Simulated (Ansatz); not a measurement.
Ti (hcp, Mg type), conventional cell a = b = 2.901 Å, c = 4.590 Å, α = β = 90.00°, γ = 120.00°. The calculation uses the primitive cell of 2 atoms, to which meshes and values per cell refer.

Equation-of-state scan: isotropic scaling of the cell above, V₀ being its volume. Symmetry pins the atoms to their sites.

Method: PBEsol (plane waves to 420 eV, PAW, scalar-relativistic; Ansatz, a program for electronic structure). k mesh 19×19×11 (Γ-centred), Fermi-Dirac smearing 0.05 eV. E stands for the smeared free energy. Ti is run without spin polarisation. Ti was relaxed with its symmetry unable to fall. ΔE is measured from the relaxed starting cell.

Problem. Estimate the ΔE (kJ/mol of atoms) for V/V₀ = 0.840, 0.920, 0.947, 1.053, 1.107, 1.133.

Solution. 
```json
[
 {"V/V₀": "0.840", "ΔE (kJ/mol of atoms)": "19.9"},
 {"V/V₀": "0.920", "ΔE (kJ/mol of atoms)": "4.4"},
 {"V/V₀": "0.947", "ΔE (kJ/mol of atoms)": "1.9"},
 {"V/V₀": "1.053", "ΔE (kJ/mol of atoms)": "1.6"},
 {"V/V₀": "1.107", "ΔE (kJ/mol of atoms)": "5.9"},
 {"V/V₀": "1.133", "ΔE (kJ/mol of atoms)": "8.8"}
]
```

(A scan under strain: stresses follow from slopes of the energy per volume, elastic moduli from its curvatures.)
